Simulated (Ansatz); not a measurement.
## Computed properties of HfGe2

HfGe$_{2}$:
```cif
data_Ge8Hf4
_chemical_formula_sum 'Hf4 Ge8'
_space_group_name_H-M_alt 'Fm-3m'
_space_group_IT_number 225
_space_group_name_Hall '-F 4 2 3'
_cell_length_a 6.45216
_cell_length_b 6.45216
_cell_length_c 6.45216
_cell_angle_alpha 90.000
_cell_angle_beta 90.000
_cell_angle_gamma 90.000
loop_
_atom_site_label
_atom_site_type_symbol
_atom_site_symmetry_multiplicity
_atom_site_Wyckoff_symbol
_atom_site_fract_x
_atom_site_fract_y
_atom_site_fract_z
_atom_site_occupancy
Hf1 Hf 4 a 0.00000 0.00000 0.00000 1
Ge1 Ge 8 c 0.25000 0.25000 0.25000 1
```
(The calculation used a cell of 3 atoms; values per cell refer to that cell.)

Space group Fm-3m (No. 225), fluorite; conventional cell a = 6.452 Å, b = 6.452 Å, c = 6.452 Å, α = 90.00°, β = 90.00°, γ = 90.00°.

Method: plane-wave PAW PBE (Ansatz code). The cell and atoms are relaxed at this level. Other levels are named where they apply.

### Cell and energy

Volume per atom: 22.38 Å³
Density: 8.01 g/cm³
Formation energy from the elements (no fitted shifts): 0.12 eV/atom

### Electronic structure

Electronic character: metallic (no gap)
Density of states at the Fermi level: 0.64 states/eV per atom (mean over ±0.08 eV)

### Mechanics

* **Bulk modulus (Birch–Murnaghan fit)**: 76.8 GPa
* **Pressure derivative B′**: 4.0

The cell is a constructed one: a structure type filled with these elements; neither database checked (COD, Materials Project) lists it. COD files the formula under space group No. 63, so this cell is another polymorph or a model. Its standing as an ambient phase is unchecked. The PBE relaxation kept the symmetry of its start; its stability against distortions is not shown here. No spin polarisation was allowed. The references are the lowest solids computed at this level, not always the standard phases. Spin–orbit coupling is left out wherever it is not named.

Potentials: the later of the program's two PAW sets.
